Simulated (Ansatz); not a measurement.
Input file for Ansatz (a program for electronic structure):

Ansatz 0.2 input:
```yaml
crystal:
  lattice:
    - [2.7567538338, 0.0, 0.0]
    - [-1.3783769169, 2.387418852, 0.0]
    - [0.0, 0.0, 4.4168027506]
  atoms:
    - { symbol: Ru, position: [0.0, 0.0, 0.5] }
    - { symbol: W, position: [0.6666666667, 0.3333333333, 0.0] }
kpoints:
  mp_grid: { grid: [12, 12, 7] }
  band_path:
    path:
      - [[0.0, 0.0, 0.0], [0.5, 0.0, 0.0], [0.3333333333, 0.3333333333, 0.0], [0.0, 0.0, 0.0], [0.0, 0.0, 0.5], [0.5, 0.0, 0.5], [0.3333333333, 0.3333333333, 0.5], [0.0, 0.0, 0.5]]  # Γ-M-K-Γ-A-L-H-A
      - [[0.5, 0.0, 0.5], [0.5, 0.0, 0.0]]  # L-M
      - [[0.3333333333, 0.3333333333, 0.5], [0.3333333333, 0.3333333333, 0.0]]  # H-K
    npoints: 8
basis: { xc_grid: 2 }
hamiltonian:
  xc: pbesol
  pseudopotentials: { kind: paw }
magnetization: { noncollinear: true, spin_orbit: true }
scf:
  n_extra_bands: 12
  convergence: { dr2_threshold: 0.0000000001 }
  occupations: { method: gaussian, width: 0.05 }
output: { eigenvalues: true }
```

Output (shortened):

```
Pseudopotential: Ru, paw_fr, valence charge 16
Pseudopotential: W, paw_fr, valence charge 14
Functional definition: PBEsol
non-collinear run that drives no moment, with spin-orbit …
Crystal: 2 atoms, lattice volume = 29.069 Å³
Basis set: ecut = 420 eV, 573 PW (Γ), exchange–correlation on 40×40×60 points (8 copies of the dense FFT grid, shifted against one another)
Bands: 42, of which v1, the nominal top of the filled ones, is band 30 counted from 1 (29 counted from 0)
Symmetry: 12 space group operations + 12 with time reversal
k-points: 76 of 1008 (time reversal used)
Projection manifold: j_resolved (fully-relativistic pseudo-atomic orbitals)
SCF iter   1: F=—  HF=-16099.659354 eV  |F-HF|=—  |Δ(HF+E_count)|=         —  Δρ=1.18e-1  dr2=5.62e0  dr2_m=0.00e0 (ungated)  ethr=3.10e-3  |M|=0.00e0 ∫|m|=0.00e0 μB  |m|>n=0.0e0 m-floor=0.0e0 τ_xc=0.0e0  β_m=0.30  ⟨swp⟩=6.5  Hψ=15304  notcnv=0  defer=51
preconditioner: auto → none
SCF iter   2: F=—  HF=-16098.917416 eV  |F-HF|=—  |Δ(HF+E_count)|=   7.42e-1  Δρ=5.89e-2  dr2=9.25e-1  dr2_m=0.00e0 (ungated)  ethr=3.10e-3  |M|=0.00e0 ∫|m|=0.00e0 μB  |m|>n=0.0e0 m-floor=0.0e0 τ_xc=0.0e0  β_m=0.40  ⟨swp⟩=2.3  Hψ=5454  notcnv=0  defer=336
SCF iter   3: F=—  HF=-16098.781248 eV  |F-HF|=—  |Δ(HF+E_count)|=   1.36e-1  Δρ=5.03e-2  dr2=1.87e0  dr2_m=0.00e0 (ungated)  ethr=3.08e-3  |M|=0.00e0 ∫|m|=0.00e0 μB  |m|>n=0.0e0 m-floor=0.0e0 τ_xc=0.0e0  β_m=0.32  ⟨swp⟩=2.1  Hψ=4482  notcnv=0  defer=336
SCF iter   4: F=—  HF=-16098.598924 eV  |F-HF|=—  |Δ(HF+E_count)|=   1.82e-1  Δρ=1.40e-2  dr2=3.66e-2  dr2_m=0.00e0 (ungated)  ethr=3.08e-3  |M|=0.00e0 ∫|m|=0.00e0 μB  |m|>n=0.0e0 m-floor=0.0e0 τ_xc=0.0e0  β_m=0.49  ⟨swp⟩=2.0  Hψ=4289  notcnv=0  defer=324
SCF iter   5: F=—  HF=-16098.602062 eV  |F-HF|=—  |Δ(HF+E_count)|=   3.14e-3  Δρ=2.29e-3  dr2=9.03e-4  dr2_m=0.00e0 (ungated)  ethr=1.22e-4  |M|=0.00e0 ∫|m|=0.00e0 μB  |m|>n=0.0e0 m-floor=0.0e0 τ_xc=0.0e0  β_m=0.61  ⟨swp⟩=2.0  Hψ=5674  notcnv=0  defer=326
SCF iter   6: F=—  HF=-16098.602319 eV  |F-HF|=—  |Δ(HF+E_count)|=   2.57e-4  Δρ=8.94e-4  dr2=2.46e-4  dr2_m=0.00e0 (ungated)  ethr=3.01e-6  |M|=0.00e0 ∫|m|=0.00e0 μB  |m|>n=0.0e0 m-floor=0.0e0 τ_xc=0.0e0  β_m=0.61  ⟨swp⟩=2.0  Hψ=5003  notcnv=0  defer=326
SCF iter   7: F=—  HF=-16098.602328 eV  |F-HF|=—  |Δ(HF+E_count)|=   8.70e-6  Δρ=2.85e-4  dr2=3.07e-5  dr2_m=0.00e0 (ungated)  ethr=8.21e-7  |M|=0.00e0 ∫|m|=0.00e0 μB  |m|>n=0.0e0 m-floor=0.0e0 τ_xc=0.0e0  β_m=0.74  ⟨swp⟩=1.1  Hψ=3023  notcnv=0  defer=326
SCF iter   8: F=—  HF=-16098.602328 eV  |F-HF|=—  |Δ(HF+E_count)|=   2.53e-8  Δρ=2.36e-5  dr2=1.58e-7  dr2_m=0.00e0 (ungated)  ethr=1.02e-7  |M|=0.00e0 ∫|m|=0.00e0 μB  |m|>n=0.0e0 m-floor=0.0e0 τ_xc=0.0e0  β_m=0.77  ⟨swp⟩=1.8  Hψ=3771  notcnv=0  defer=326
SCF iter  10: F=-16098.602326 eV  HF=-16098.602326 eV  |F-HF|=3.64e-12  |Δ(HF+E_count)|=  3.78e-10  Δρ=3.67e-7  dr2=2.34e-11  dr2_m=0.00e0 (ungated)  ethr=1.00e-12  |M|=0.00e0 ∫|m|=0.00e0 μB  |m|>n=0.0e0 m-floor=0.0e0 τ_xc=0.0e0  ⟨swp⟩=8.2  Hψ=12716  notcnv=0
SCF 1 converged in 10 iterations: F = -16098.602326 eV  dr2 = 2.34e-11
NSCF: frozen V_eff on 75 k-points
SCF converged after 10 iterations
Magnetization: |M| = 0.0000 μB,  M = (+0.0000, +0.0000, +0.0000) μB
Absolute magnetization: 0.0000 μB (∫|m|)
  site 0: m = (+0.0000, +0.0000, +0.0000) μB, |m| = 0.0000 μB  (R = 1.12 Å)
  site 1: m = (+0.0000, +0.0000, +0.0000) μB, |m| = 0.0000 μB  (R = 1.12 Å)
Free energy (F): -16098.602326 eV
Harris-Foulkes:  -16098.602326 eV  (|F-HF|=3.64e-12)
Internal energy: -16098.599748 eV  (E = F + TS)
E sigma→0 (E₀):  -16098.601037 eV
Entropy (-TS):   -0.002578 eV (-1.289 meV/atom)
Fermi energy:    22.787429 eV
--- Per-component energies (eV) ---
  E_band       = -133.292905
  E_kinetic    = 965.648779
  E_local      = -1894.664555  (includes V_loc(G=0)·N_el)
  E_nonlocal   = 343.508851
  E_hartree    = 639.267614
  E_xc         = -454.830996
  E_vxc        = -477.816715  (∫ρ·V_xc dr)
  E_paw        = -11857.177056  (= ΣΔE_a)
  E_vpaw       = -348.504183  (= ΣTr[D̂ρ^β])
  E_aug_tail   = -0.000263  (compensation charges beyond the density's cutoff)
  E_ewald      = -3840.833472
  E_core_change = 0.481350  (= ΣΔE_core)
  E_smearing   = -0.002578  (= −TS)
  E_closure    = 0.000000  (closes the sum)
  Σ components = -16098.602326   (vs F -16098.602326, Δ=0.00e0)
  [band-id]    e_kinetic+e_local+e_nonlocal+2·e_hartree+e_vxc+e_vpaw+e_augmentation_tail = -133.292858   (vs E_band -133.292905, Δ=4.70e-5)
--- Band table (eV; the first three rows and the last of 76) ---
  k-point 0: bands = ["-50.5559", "-50.5559", "-49.6620", "-49.6620", "-22.0402", "-22.0402", "-21.6070", "-21.6070", "-18.5237", "-18.5237", "-18.3082", "-18.3082", "-12.0529", "-12.0529", "-11.5061", "-11.5061", "14.1364", "14.1364", "17.0030", "17.0030", …
  k-point 1: bands = ["-50.5545", "-50.5545", "-49.6637", "-49.6637", "-22.0183", "-22.0183", "-21.6264", "-21.6264", "-18.5215", "-18.5215", "-18.3080", "-18.3080", "-12.0661", "-12.0661", "-11.5065", "-11.5065", "14.3567", "14.3567", "17.0561", "17.0561", …
  k-point 2: bands = ["-50.5512", "-50.5512", "-49.6675", "-49.6675", "-21.9584", "-21.9584", "-21.6806", "-21.6806", "-18.5166", "-18.5166", "-18.3076", "-18.3076", "-12.0956", "-12.0956", "-11.5074", "-11.5074", "14.9498", "14.9498", "17.1496", "17.1496", …
  k-point 75: bands = ["-50.4211", "-50.4211", "-49.5741", "-49.5741", "-22.1031", "-22.0868", "-22.0850", "-22.0793", "-18.7884", "-18.7777", "-18.6068", "-18.5644", "-12.5499", "-12.5261", "-12.2751", "-12.2694", "18.5823", "18.6534", "18.7627", "18.8810", …
```

Cost: about 24 core-seconds (a rough figure) on shared cores.

Space group P-6m2. The workflow started from a Materials Project entry (that database holds measured and hypothetical structures alike); the Crystallography Open Database copy checked does not list it. With Ru and W taken as one species the cell has the higher symmetry P6_3/mmc, so it may be an ordered model of a mixed-site phase. Whether it is the stable phase at ambient conditions was not checked. The PBEsol relaxation kept the symmetry of its start; its stability against distortions is not shown here. No spin polarisation was allowed.

Potentials: the later of the program's two PAW sets.

Ansatz is a plane-wave DFT program.
